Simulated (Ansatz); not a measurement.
Values for one crystal, relaxed and computed with DFT-r²SCAN in the program Ansatz with PAW potentials; other levels are named.

```yaml
volume_per_atom: 11.31 Å³
band_gap: 0.97 eV (indirect)
conduction_band_minimum: at R (k = 0.500, 0.500, 0.500)
valence_band_maximum: at Γ
electron_effective_mass: 1.9, 3.8, 21 mₑ (principal values)
smallest_direct_gap_on_the_standard_path: 1.06 eV
hole_effective_mass: 1.8, 12, 16 mₑ (principal values)
```

**Question.** Which compound is it?
(A) CuLi2Nb4O12, P1 (Pearson symbol aP19)
(B) CoLi5Nb5O18Ti, P3 (Pearson symbol hP30)
(C) MnO, wurtzite
(D) ZrO2, P4_2/nmc (Zr on 2a, O on 4d)

**Answer.** A, CuLi2Nb4O12, P1 (Pearson symbol aP19)

The start of the workflow was typed in or built on a structure type; neither database checked (COD, Materials Project) lists it. Whether it is the stable phase at ambient conditions was not checked. The cell was relaxed with r²SCAN under the symmetry of its start; whether a distortion lowers the energy is not shown. Spin order of the final state: ferromagnetic, the only order run, not a proven ground state. Other orbital occupations within this spin state were not tried. No Hubbard U is applied. Spin–orbit coupling is left out wherever it is not named.

Potentials: the later of the program's two PAW sets.
